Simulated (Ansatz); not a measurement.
The start is a relaxed TiC cell displaced along its unstable phonon at q = (½, ½, 0) of its primitive reciprocal cell (164i cm⁻¹), largest move 0.15 Å. The cell and all atomic positions are relaxed at zero pressure with r2SCAN (plane waves to 500 eV, PAW, scalar-relativistic; Ansatz, a quantum-chemistry and plane-wave program). The first steps use a coarse 8×8×12 k-mesh.

Initial structure:
```
CELL_PARAMETERS angstrom
      8.01518     0.00000     0.00000
      4.00759     4.00759     0.00000
      0.00000     0.00000     2.68531
ATOMIC_POSITIONS crystal
  Ti 0.00000 0.00000 0.98842
  Ti 0.50000 0.00000 0.01158
  Ti 0.00000 0.50000 0.94414
  Ti 0.50000 0.50000 0.05586
  C  0.73714 0.50442 0.73056
  C  0.26286 0.49558 0.73056
  C  0.23714 0.02131 0.26944
  C  0.76286 0.97869 0.26944
```

What is the largest force in the starting geometry, and on which atom (counted from 1)?

0.66 eV/Å, on Ti3, Ti4 (atoms numbered as listed).

How much energy is released per atom?

0.48 eV/atom.

How does the volume per atom move from start to end?

-0.5 %, from 10.78 to 10.73 Å³/atom.

Does it find its way back to the structure it was made from?

It does not go back: it reaches P6₃/mmc (No. 194), NiAs type, 0.50 eV/atom below the parent.

What band gap does the relaxed structure have at this level?

Zero (metallic).

Final values are on a 18×18×9 k-mesh of the relaxed cell. No spin polarisation in the result.

The run could not lose the symmetry of its start, so the end can be a saddle point.

The relaxed structure here is a generated cell of TiC: the first start was made by placing the elements on the sites of a structure type, and the end was not matched to a known phase here, so it may be hypothetical. Known forms of TiC include space group No. 225.
